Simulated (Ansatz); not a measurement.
HoC (zincblende structure)

Level of theory: DFT, PBEsol, scalar-relativistic, collinear spin; plane waves to 420 eV with PAW datasets (Ansatz 0.2.0), Γ-centred 10×10×10 mesh, 0.05 eV Gaussian smearing; PAW files: Ansatz's generated set soft_2.

```
Ho C
1.0
     0.00000    2.63901    2.63901
     2.63901    0.00000    2.63901
     2.63901    2.63901    0.00000
Ho C
1 1
Direct
  0.00000 0.00000 0.00000
  0.25000 0.25000 0.25000
```

The cell came from substitution into a structure type; whether the compound takes it is for experiment to say.

Magnetic state: ferromagnetic, site spin moments Ho 3.84 μB.

Cell and atoms are those of this level's equilibrium.

Path: Γ–X–U | K–Γ–L–W–X, with Γ = (0.000, 0.000, 0.000), X = (-0.500, -0.500, 0.000), U = (-0.375, -0.375, 0.250), K = (-0.375, 0.000, 0.375), L = (0.000, 0.000, 0.500), W = (-0.500, -0.250, 0.250) in reciprocal vectors of the calculation's cell.

Problem. Is it a metal or an insulator, and if it has a gap, where are the band edges on this path?

Solution. A metal: bands cross the Fermi level.

Levels between -3 and 5 eV from the Fermi level at the path's named points:
```tsv
point	spin	below E_F (eV)	above E_F (eV)
Γ	up	-2.63 -2.63 -2.57 -1.18 -1.12 -1.12	3.54
Γ	down	-1.41 -1.41 -1.36 -0.44 -0.16 -0.16	0.53 0.53 0.54 0.56 3.90
X	up	-2.95 -2.55 -2.54 -2.23	0.78 0.80 1.99
X	down	-2.76 -0.51 -0.34 -0.24 -0.09	0.21 0.41 0.53 1.28 1.37 2.35
U and K	up	-2.63 -2.56 -2.54 -1.91	0.13 0.36 2.03
U and K	down	-2.07 -0.65 -0.58 -0.34 -0.01	0.16 0.41 0.52 0.97 1.04 2.39
L	up	-2.62 -2.56 -2.50 -1.46 -0.63 -0.60	4.95
L	down	-1.39 -0.96 -0.94 -0.31 -0.17 -0.09	0.45 0.47 0.59 0.62
W	up	-2.60 -2.54 -2.51 -1.60 -0.57	0.83 1.80 4.72
W	down	-1.46 -1.38 -0.44 -0.34 -0.07	0.13 0.41 0.50 0.90 1.35 2.15
```

Without a U the open 4f shell is pinned at the Fermi level, an artefact: in the real crystal it splits into occupied and empty levels away from it, and its large orbital moment is missing here. Spin–orbit coupling, which matters for such heavy elements, is left out. The run wasn't fully tested for a lower electronic state. The order of the orbitals lowers the symmetry, along an axis that is one of several equivalent ones. Site moments are of spin, integrated over atomic spheres. Only parallel moments were tried, so the real magnetic order may be another.

The open shells may stand above their lowest state, and forces and pressures are less sure for it.
